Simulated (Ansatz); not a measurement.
# Density of states of YS

```
Y S
1.0
     0.00000    2.74365    2.74365
     2.74365    0.00000    2.74365
     2.74365    2.74365    0.00000
Y S
1 1
Cartesian
  2.7437 2.7437 2.7437
  0.0000 0.0000 0.0000
```

The cell comes from COD entry 1539528, which wasn't checked; take it as a given geometry.

Spin polarisation is left out, and whether a magnetic state lies lower isn't shown here.

Method: DFT, LDA, all-electron LAPW, scalar-relativistic (Ansatz 0.2.0).

Settings: a Γ-centred 8×8×8 k mesh, Fermi–Dirac smearing of 0.01 eV, basis error target 0.25 meV/atom, no spin polarisation.

States per eV and cell, averaged over 0.4 eV, from -5.8 to 0.0 eV, with energies (bin centres) from the Fermi level; empty bins are left out. The partial columns, the largest 4 alone, are projections on Löwdin-orthogonalised atomic shells (those that the program's projection atoms carry: the occupied ones and, for some elements, an empty d or f shell; other empty shells have no column), summed over atoms of an element. Weights on diffuse s and p shells depend on that basis and aren't pure angular character.

```tsv
E (eV)	total	S 3p	Y 4d	Y 5s	Y 4p
-5.7	1.42	1.05	0.20	0.11	0.03
-5.3	2.11	1.57	0.45	0.02	0.04
-4.9	4.51	3.33	1.07	0.01	0.06
-4.5	2.44	1.91	0.46	0.01	0.04
-4.1	1.13	0.94	0.16	0.00	0.02
-3.7	0.27	0.24	0.03	0.00	0.00
-3.3	0.01	0.01	0.00	0.00	0.00
-2.1	0.05	0.00	0.04	0.00	0.00
-1.7	0.20	0.02	0.18	0.00	0.00
-1.3	0.33	0.03	0.28	0.00	0.00
-0.9	0.46	0.05	0.39	0.00	0.00
-0.5	0.65	0.07	0.54	0.01	0.00
-0.1	0.90	0.09	0.73	0.02	0.00
```

(1) Which of the resolved shells contributes most within 0.3 eV of the Fermi level?

Answers

(1) Y 4d, with 80 % of all states there; S 3p follows with 10 %.
